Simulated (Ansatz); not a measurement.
NiSi2 (fluorite type, space group Fm-3m)

```
CELL_PARAMETERS angstrom
      0.00000     2.72225     2.72225
      2.72225     0.00000     2.72225
      2.72225     2.72225     0.00000
ATOMIC_POSITIONS crystal
  Ni 0.00000 0.00000 0.00000
  Si 0.25000 0.25000 0.25000
  Si 0.75000 0.75000 0.75000
```

Two coordinates are scanned: the volume, and the ratio of the stretch along z (the conventional c axis) to the stretch across it. Atoms keep their fractional coordinates.

All values below come from PBE (plane waves to 420 eV, PAW, scalar-relativistic; Ansatz, a first-principles code). k mesh 15×15×15 (Γ-centred), Fermi-Dirac smearing 0.05 eV. Energies are smeared free energies. Stress and pressure are positive under compression. With partly filled bands, the response to shear is sensitive to the k mesh, so small differences along c/a are uncertain. NiSi2 is run without spin polarisation. NiSi2 was relaxed with its symmetry unable to fall. ΔE is measured from the relaxed starting cell.

ΔE (meV/atom), with V/V₀ across and (c/a)/(c/a)₀ down:

```
(c/a)/(c/a)₀ \ V/V₀  0.920  0.960  1.000  1.040  1.080
-------------------  -----  -----  -----  -----  -----
0.920                   57     21     11     20     44
0.960                   49     13      3     11     36
1.000                   46     11      0      9     34
1.040                   49     13      3     11     36
1.080                   56     21     10     18     42
```

σzz (GPa), with V/V₀ across and (c/a)/(c/a)₀ down:

```
(c/a)/(c/a)₀ \ V/V₀  0.920  0.960  1.000  1.040  1.080
-------------------  -----  -----  -----  -----  -----
0.920                 18.1    9.9    3.3   -2.0   -6.3
0.960                 16.4    8.2    1.5   -3.8   -8.0
1.000                 14.8    6.6    0.0   -5.2   -9.3
1.040                 13.1    4.9   -1.5   -6.5  -10.4
1.080                 11.3    3.5   -2.8   -7.8  -11.8
```

Key numbers:

```
Quantity                                                              Value
-------------------------  ------------------------------------------------
Lowest place on the grid    V/V₀ = 1.000, (c/a)/(c/a)₀ = 1.000 (0 meV/atom)
Highest place on the grid  V/V₀ = 0.920, (c/a)/(c/a)₀ = 0.920 (57 meV/atom)
```

(Under strain, the slope of the energy per volume gives the stress and its curvature an elastic modulus.)
